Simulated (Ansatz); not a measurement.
Start of a relaxation of RbP2N2:

```cif
data_structure
_symmetry_space_group_name_H-M 'P 1'
_symmetry_Int_Tables_number 1
_cell_length_a 2.8886
_cell_length_b 4.9838
_cell_length_c 5.8327
_cell_angle_alpha 102.334
_cell_angle_beta 97.112
_cell_angle_gamma 90.000
_cell_volume 81.37
loop_
_atom_site_label
_atom_site_type_symbol
_atom_site_fract_x
_atom_site_fract_y
_atom_site_fract_z
_atom_site_occupancy
Rb1 Rb 0.64592 0.12466 0.50637 1
P1 P 0.02191 0.00065 0.01032 1
P2 P 0.52191 0.50065 0.01032 1
N1 N 0.49205 0.16806 0.00000 1
N2 N 0.99205 0.66806 0.00000 1
```

The calculation used DFT PBE, scalar-relativistic, plane waves, PAW in Ansatz. Cutoff 420 eV, Gaussian smearing, Γ-centred meshes. Cell and atoms relax first on a coarse mesh and then on a finer one. In between, the cell is made exact in the group found at 0.06 Å. In metals the finer mesh still leaves noise of several meV/atom or more. The steps can't lower the symmetry of their start. No spin polarisation in the relaxation; trial moments died out in a coarse test.

A guess keeps its type if space group and coordination stay and the shape of the cell changes little (axis ratios within about 15 %, angles within 6°); the volume may change.

Task: Will the relaxed cell still be of the starting type?

Result: It doesn't keep its type. The symmetry goes from P1 (No. 1) to Cm (No. 8). The volume per atom grows by 35.9 %, from 16.3 to 22.1 Å³. The shortest distance goes from 1.61 Å (P–N) to 1.66 Å (P–N). Counting neighbours within 15 % of an atom's shortest distance, the start has N 3, P 3, Rb 8 and the end N 2, P 2, Rb 4. In detail, at the end Rb has 4 N at 2.99–3.00 Å; P is surrounded by 2 N at 1.66–1.67 Å; around N lie 2 P at 1.66–1.67 Å, 2 N at 2.67 Å and 2 Rb at 2.99–3.00 Å.

```cif
data_structure
_symmetry_space_group_name_H-M 'P 1'
_symmetry_Int_Tables_number 1
_cell_length_a 4.3680
_cell_length_b 4.3680
_cell_length_c 6.0866
_cell_angle_alpha 96.029
_cell_angle_beta 96.029
_cell_angle_gamma 104.789
_cell_volume 110.61
loop_
_atom_site_label
_atom_site_type_symbol
_atom_site_fract_x
_atom_site_fract_y
_atom_site_fract_z
_atom_site_occupancy
Rb1 Rb 0.12619 0.12619 0.56983 1
P1 P 0.52593 0.92386 0.06716 1
P2 P 0.92386 0.52593 0.06716 1
N1 N 0.69438 0.19444 0.91153 1
N2 N 0.19444 0.69438 0.91153 1
```

The last run used a 10×10×6 mesh (in the run's order of axes) for its 5-atom cell and Gaussian smearing of 0.10 eV. An odd number of electrons in the primitive cell allows no gap without spin; a larger cell or a magnetic state could open one. Symmetry constrained the relaxation, so the result can be a saddle point.
